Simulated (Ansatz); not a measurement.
**Formation energy of CdI2-type CuSb2**

Level of theory: DFT, PBE, scalar-relativistic, no spin polarisation; plane waves to 420 eV with PAW datasets (Ansatz 0.2.0), 10×10×8 k-mesh, Gaussian smearing of 0.05 eV. The datasets are Ansatz's generated set soft_2.

The cell came from substitution into a structure type; no database entry of this phase was matched, which doesn't show that none exists.

It takes space group P-3m1 (No. 164, trigonal). The conventional cell has a = 4.032 Å, b = 4.032 Å, c = 4.961 Å, α = 90.00°, β = 90.00°, γ = 120.00°. Cu (site symmetry -3m) is surrounded by 6 Sb at 2.66 Å. Sb (site symmetry 3m) has 3 Cu at 2.66 Å as nearest neighbours. (Neighbours are counted to 15 % beyond the shortest distance.)

The elements were computed in their standard states with the same datasets, cutoff and functional. Total energies depend on the potentials used, so only differences within one code and one set of settings carry meaning.

Energy of the relaxed cell (3 atoms, smearing extrapolated to zero): -19593.877 eV. Elements, in eV/atom: Cu -6625.175, Sb -6484.489.

Task: What is the formation energy?

Result: [-19593.877 − (1 × -6625.175 + 2 × -6484.489)] / 3 = 0.09 eV/atom, or 9 kJ per mole of atoms.

The value is for 0 K, without zero-point energy. A positive value means that this structure is unstable even against the elements at this level.

With 49 valence electrons in the calculation's cell and no magnetic order, the bands, two electrons each, can't all be full or empty: band theory demands a metal. (Only strong correlation, outside this picture, could make a Mott insulator of it.)

For elements this heavy, spin–orbit coupling would shift levels and gaps; it isn't included here. Spin polarisation wasn't tried.
